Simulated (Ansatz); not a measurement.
Relaxed-ion elastic tensor of ZnS (NiAs type, space group No. 194) in GPa (Voigt order), DFT-PBEsol in the program Ansatz with PAW potentials; density 5.06 g/cm³, 16.00 Å³ per atom.

```
 142  85.0  63.6   0.0   0.0   0.0
85.0   142  63.6   0.0   0.0   0.0
63.6  63.6   182   0.0   0.0   0.0
 0.0   0.0   0.0   1.9   0.0   0.0
 0.0   0.0   0.0   0.0   1.9   0.0
 0.0   0.0   0.0   0.0   0.0  28.3
```

Problem. Is the crystal mechanically stable?

Solution. On the edge, within the error: the smallest eigenvalue of C is 1.9 GPa.

Problem. Work out the Voigt and Reuss bounds. Is their mean of use?

Solution. K_V = 98.9, K_R = 98.6; G_V = 23.3, G_R = 4.3 GPa. The bounds lie so far apart that a Hill average or a Debye temperature from it would say little.

Space group P6_3/mmc (NiAs type). The start of the workflow was typed in or built on a structure type; neither database checked (COD, Materials Project) lists it. It is not the phase usual at ambient conditions (space group No. 186, 216). The cell was relaxed with PBEsol under the symmetry of its start; phonons show weakly imaginary modes.

Potentials: the earlier of the program's two PAW sets. The files were generated under PBE; for other functionals the program regenerates the frozen cores, and for LDA and PBEsol the local potential too.
